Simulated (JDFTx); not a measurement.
An input for JDFTx (a modified build) (Nb(110), linear PCM (GLSSA13), water, 1 M NaF; bohr, hartree) and the course of its log:

```
lattice \
  6.2694120828 3.1347060414 0.0000000000 \
  0.0000000000 4.4331437969 0.0000000000 \
  0.0000000000 0.0000000000 43.4637008664
coords-type Lattice
ion Nb 0.5000000000 0.0000000000 -0.1529946960 0
ion Nb 0.0000000000 0.0000000000 -0.0509982320 0
ion Nb 0.5000000000 0.0000000000 0.0509982320 0
ion Nb 0.0000000000 0.0000000000 0.1529946960 0
ion-species pseudo/nb_pbe_v1.upf
elec-cutoff 20 100
elec-ex-corr gga-PBE
coulomb-interaction Slab 001
coulomb-truncation-embed 0 0 0
kpoint-folding 10 10 1
elec-smearing Fermi 0.01
elec-n-bands 37
target-mu -0.166842
electronic-scf nIterations 100 energyDiffThreshold 1e-07
fluid LinearPCM
pcm-variant GLSSA13
fluid-solvent H2O
fluid-cation Na+ 1
fluid-anion F- 1
fluid-minimize nIterations 400 knormThreshold 1e-11
wavefunction read f0.wfns
elec-initial-eigenvals f0.eigenvals
elec-initial-fillings read f0.fillings
fluid-initial-state f0.fluidState
dump-name f0_u0.$VAR
dump End State Ecomponents EigStats BandEigs Forces ElecDensity IonicPositions Fillings Kpoints Dtot FluidDebug BoundCharge FluidDensity
```

```
[one cycle in 5 is shown, and the last three; fluid-solver lines are left out]
	FillingsUpdate:  mu: -0.166842000  nElectrons: 49.134374
SCF: Cycle:  0   G: -216.482186939190882   dG: +3.802e+00   |Residual|: 1.444e-01   |deigs|: 9.995e-10
	FillingsUpdate:  mu: -0.166842000  nElectrons: 51.532032
SCF: Cycle:  5   G: -220.214137309519543   dG: -1.143e-02   |Residual|: 2.128e-02   |deigs|: 8.573e-04
	FillingsUpdate:  mu: -0.166842000  nElectrons: 50.732486
SCF: Cycle: 10   G: -219.610142715943113   dG: +4.420e-01   |Residual|: 6.201e-02   |deigs|: 3.307e-03
	FillingsUpdate:  mu: -0.166842000  nElectrons: 50.919874
SCF: Cycle: 15   G: -219.927869440889936   dG: +9.377e-02   |Residual|: 4.651e-02   |deigs|: 9.604e-04
	FillingsUpdate:  mu: -0.166842000  nElectrons: 49.658884
SCF: Cycle: 20   G: -218.351547788375854   dG: -4.137e-01   |Residual|: 1.096e-01   |deigs|: 1.479e-03
	FillingsUpdate:  mu: -0.166842000  nElectrons: 47.160116
SCF: Cycle: 25   G: -212.029712139983104   dG: +3.371e+00   |Residual|: 2.322e-01   |deigs|: 6.643e-03
	FillingsUpdate:  mu: -0.166842000  nElectrons: 51.076256
SCF: Cycle: 30   G: -220.120218682239056   dG: -2.362e+01   |Residual|: 3.511e-02   |deigs|: 4.318e-02
	FillingsUpdate:  mu: -0.166842000  nElectrons: 43.747899
SCF: Cycle: 35   G: -195.457070627947388   dG: -1.994e+01   |Residual|: 4.038e-01   |deigs|: 1.779e-02
	FillingsUpdate:  mu: -0.166842000  nElectrons: 41.988295
SCF: Cycle: 40   G: -184.229731312699414   dG: -2.399e+00   |Residual|: 4.898e-01   |deigs|: 2.305e-03
	FillingsUpdate:  mu: -0.166842000  nElectrons: 51.161704
SCF: Cycle: 45   G: -220.178165251457983   dG: -1.121e+00   |Residual|: 2.700e-02   |deigs|: 7.353e-03
	FillingsUpdate:  mu: -0.166842000  nElectrons: 47.277405
SCF: Cycle: 50   G: -213.098471189064952   dG: -6.789e-01   |Residual|: 2.223e-01   |deigs|: 1.235e-03
	FillingsUpdate:  mu: -0.166842000  nElectrons: 49.896121
SCF: Cycle: 55   G: -219.005114083410234   dG: -7.469e+00   |Residual|: 9.767e-02   |deigs|: 1.869e-02
	FillingsUpdate:  mu: -0.166842000  nElectrons: 49.544711
SCF: Cycle: 60   G: -218.979186512465020   dG: -1.791e+01   |Residual|: 9.365e-02   |deigs|: 2.913e-02
	FillingsUpdate:  mu: -0.166842000  nElectrons: 42.547647
SCF: Cycle: 65   G: -188.998612980095629   dG: +2.199e+01   |Residual|: 4.535e-01   |deigs|: 2.378e-02
	FillingsUpdate:  mu: -0.166842000  nElectrons: 52.210654
SCF: Cycle: 70   G: -219.989946726667029   dG: -3.052e-01   |Residual|: 6.648e-02   |deigs|: 3.042e-03
	FillingsUpdate:  mu: -0.166842000  nElectrons: 48.234366
SCF: Cycle: 75   G: -216.220508917845592   dG: -2.794e+00   |Residual|: 1.688e-01   |deigs|: 6.096e-03
	FillingsUpdate:  mu: -0.166842000  nElectrons: 49.343649
SCF: Cycle: 80   G: -218.768789469229802   dG: -3.302e+00   |Residual|: 1.031e-01   |deigs|: 8.969e-03
	FillingsUpdate:  mu: -0.166842000  nElectrons: 45.815935
SCF: Cycle: 85   G: -209.871148808889927   dG: +8.121e+00   |Residual|: 2.736e-01   |deigs|: 1.911e-02
	FillingsUpdate:  mu: -0.166842000  nElectrons: 43.558650
SCF: Cycle: 90   G: -196.569978014545939   dG: +7.943e+00   |Residual|: 3.950e-01   |deigs|: 7.791e-03
	FillingsUpdate:  mu: -0.166842000  nElectrons: 51.106615
SCF: Cycle: 95   G: -220.295693725657458   dG: -5.281e-02   |Residual|: 1.915e-02   |deigs|: 1.623e-03
	FillingsUpdate:  mu: -0.166842000  nElectrons: 51.326474
SCF: Cycle: 97   G: -220.185179581568889   dG: +9.059e-02   |Residual|: 3.258e-02   |deigs|: 2.206e-03
	FillingsUpdate:  mu: -0.166842000  nElectrons: 51.420792
SCF: Cycle: 98   G: -220.140363606234047   dG: +4.482e-02   |Residual|: 3.569e-02   |deigs|: 7.429e-04
	FillingsUpdate:  mu: -0.166842000  nElectrons: 50.252145
SCF: Cycle: 99   G: -220.074341026872872   dG: +6.602e-02   |Residual|: 4.850e-02   |deigs|: 1.090e-02
SCF: None of the convergence criteria satisfied after 100 iterations.
IonicMinimize: Iter:   0  G: -220.074341026872872  |grad|_K:  0.000e+00
IonicMinimize: Converged (|grad|_K<1.000000e-04).
```

This run gave no converged result. The electronic loop ended without meeting its threshold, so the last energy, electron count and forces aren't results.
